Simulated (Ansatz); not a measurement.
One crystal and one scan (scan of one atom of the cell) at two levels, PBE (plane waves to 420 eV, PAW, scalar-relativistic; Ansatz, an electronic-structure program) and r2SCAN (plane waves to 500 eV, PAW, scalar-relativistic; Ansatz), each from its own relaxed cell and on its own mesh.

The crystal is Mo (bcc, W type); one Mo atom of a 2-atom cell moves by s along Cartesian [110], with its periodic images.

E stands for the smeared free energy. Mo is run without spin polarisation. Mo was relaxed with its symmetry unable to fall. The PAW data are Ansatz's earlier set. (r2SCAN) On this mesh the relaxed cell isn't quite at rest: it carries a pressure of 0.1 GPa (compression positive) at the zero of the scan. With partly filled bands, energies and forces of such displacements shift with the k mesh and the smearing. Both scans cover s from -0.270 to 0.270 Å.

```json
[
 {"quantity": "Lattice constant a (Å)", "run 1": "3.151", "run 2": "3.161"},
 {"quantity": "Energy at s = 0.270 Å (meV/cell)", "run 1": "256", "run 2": "239"},
 {"quantity": "Force along the line at s = -0.270 Å (eV/Å)", "run 1": "1.941", "run 2": "1.809"},
 {"quantity": "Force constant k = d²E/ds² at s = 0 (finite differences) (eV/Å²)", "run 1": "6.81", "run 2": "6.34"}
]
```

**Question.** Which run is which level?

**Answer.** Run 2 is PBE, run 1 is r2SCAN. PBE gives the higher value for: lattice constant a. PBE gives the lower value for: energy at s = 0.270 Å; force along the line at s = -0.270 Å; force constant k = d²E/ds² at s = 0. Both give the same symmetry of the curve: even: the same for both signs.

(For displaced atoms, the force is minus the slope of the energy, and its curvature is a force constant, which sets phonon frequencies.)
